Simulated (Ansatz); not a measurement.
Ba₂Ti₂N₃F₃:
```yaml
crystal:
  lattice:
    - [4.07052, 0.00000, 0.00000]
    - [0.00000, 4.07052, 0.00000]
    - [0.00000, 0.00000, 8.53792]
  atoms:
    - { symbol: Ba, position: [0.50000, 0.50000, 0.00000] }
    - { symbol: Ti, position: [0.00000, 0.00000, 0.72128] }
    - { symbol: F, position: [0.50000, 0.00000, 0.76481] }
    - { symbol: N, position: [0.00000, 0.50000, 0.74839] }
    - { symbol: F, position: [0.00000, 0.00000, 0.00000] }
    - { symbol: Ba, position: [0.50000, 0.50000, 0.50000] }
    - { symbol: Ti, position: [0.00000, 0.00000, 0.27872] }
    - { symbol: N, position: [0.50000, 0.00000, 0.25161] }
    - { symbol: F, position: [0.00000, 0.50000, 0.23519] }
    - { symbol: N, position: [0.00000, 0.00000, 0.50000] }
```

Relaxed with PBE. Special points in fractions of this cell's reciprocal vectors: Γ (0.000, 0.000, 0.000); X (0.000, 0.500, 0.000); M (0.500, 0.500, 0.000); Z (0.000, 0.000, 0.500); R (0.000, 0.500, 0.500); A (0.500, 0.500, 0.500).

Question: List the band energies nearest the valence-band maximum at these points for DFT-PBE with spin–orbit coupling in the program Ansatz with PAW potentials.

Answer: In eV from the valence-band maximum; about four levels below and three above (degenerate sets whole), none deeper than 8.9 eV; points with the same levels are listed once.

| k | below | above |
|---|---|---|
| Γ | -0.04 -0.04 -0.02 -0.02 | 1.37 1.37 1.52 1.52 |
| X | -0.34 -0.34 -0.23 -0.23 | 1.80 1.80 2.13 2.13 |
| M | -0.39 -0.39 -0.37 -0.37 | 2.65 2.65 2.66 2.66 |
| Z | -0.12 -0.12 -0.12 -0.12 | 1.39 1.39 1.50 1.50 |
| R | -0.36 -0.36 -0.04 -0.04 | 1.87 1.87 2.13 2.13 |
| A | -0.44 -0.44 -0.41 -0.41 | 2.54 2.54 2.55 2.55 |

Space group P-4m2. The start of the workflow was typed in or built on a structure type; neither database checked (COD, Materials Project) lists it. Its standing as an ambient phase is unchecked. The cell was relaxed with PBE under the symmetry of its start; whether a distortion lowers the energy is not shown. The workflow began spin-polarised and lost its moments.

Potentials: the earlier of the program's two PAW sets.
